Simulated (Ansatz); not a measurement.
Starting cell, TiC (rock salt):

```
CELL_PARAMETERS angstrom
      0.00000     4.32781     4.32781
      2.16390     0.00000     2.16390
      2.16390     2.16390     0.00000
ATOMIC_POSITIONS crystal
  C  0.00000 0.00000 0.00000
  C  0.50000 0.00000 0.00000
  Ti 0.25000 0.50000 0.50000
  Ti 0.75000 0.50000 0.50000
```

A phonon eigenvector at L = (0.5, 0.0, 0.0) is frozen into this cell: atom i moves by Q times the vector below, so Q is the largest atomic displacement, in Å. The cell is held. It is one choice among 2 degenerate patterns. (q is in reciprocal vectors of the primitive cell; the cell shown is doubled to hold the pattern.)

```csv
atom,x,y,z
C1,-0.285,0.520,-0.805
C2,0.285,-0.520,0.805
```

Atoms not listed stay in place.

Method: r2SCAN (plane waves to 500 eV, PAW, scalar-relativistic; Ansatz, an electronic-structure program). k mesh 9×18×18 (Γ-centred), Fermi-Dirac smearing 0.05 eV. The energy includes the smearing's −TS. With partly filled bands, energies and forces of such displacements shift with the k mesh and the smearing. TiC is run without spin polarisation. TiC was relaxed with its symmetry unable to fall. ΔE is measured from the undisplaced structure. The last digit holds for this mesh only.

```tsv
Q (Å)	ΔE (meV/cell)
-0.1000	withheld
-0.0833	102.3
-0.0667	65.5
-0.0500	36.9
-0.0333	16.4
-0.0167	4.1
0.0000	0.0
0.0167	4.1
0.0333	16.4
0.0500	36.9
0.0667	65.5
0.0833	102.3
0.1000	withheld
```

Problem. Fit an even polynomial form (powers 2, 4) to the given rows and predict ΔE at Q = -0.1000.

Solution. Least squares on the 11 given rows: ΔE = (14740)·Q² + (-289.4)·Q⁴, in meV/cell with Q in Å; root-mean-square residual 0.05 meV/cell. At -0.1000 the fit gives 147.4 meV/cell; the calculation gives 147.3 meV/cell, so the extrapolation is off by 0.1 (+0.1 %). The quadratic term alone would give 147.4 meV/cell.

(For displaced atoms, the force is minus the slope of the energy, and its curvature is a force constant, which sets phonon frequencies.)
